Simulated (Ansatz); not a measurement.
Values for one crystal, relaxed and computed with r²SCAN in the plane-wave PAW code Ansatz; other levels are named.

Volume per atom: 30.82 Å³
Electronic character: metallic (no gap)
Density of states at the Fermi level: 0.20 states/eV per atom (mean over ±0.08 eV)
Formation energy from the elements (no fitted shifts): -1.07 eV/atom

### Question
Which of these materials gives this?
A) YTe3, Cmcm (Y on 4c, Te on 4c, Te on 4c, Te on 4c)
B) HfGeTe, P4/nmm (Hf on 2c, Ge on 2a, Te on 2c)
C) YSi2Au2, I4/mmm (Y on 2a, Si on 4e, Au on 4d)
D) TiTeSe, P3m1 (Ti on 1a, Te on 1c, Se on 1b)

### Answer
A, YTe3, Cmcm (Y on 4c, Te on 4c, Te on 4c, Te on 4c)

The first step of the workflow began from a Materials Project structure, measured or hypothetical; the Crystallography Open Database copy checked does not list it. Its standing as an ambient phase is unchecked. Symmetry was held in the r²SCAN relaxation; whether a distortion lowers the energy is not shown. No spin polarisation was allowed. A crystal of weakly bound layers computed without a dispersion correction: the cell and the soft elastic constants depend strongly on that. The references are the lowest solids computed at this level, not always the standard phases. Scalar-relativistic: spin–orbit coupling is off unless named, which matters more the heavier the elements.

Potentials: the later of the program's two PAW sets.
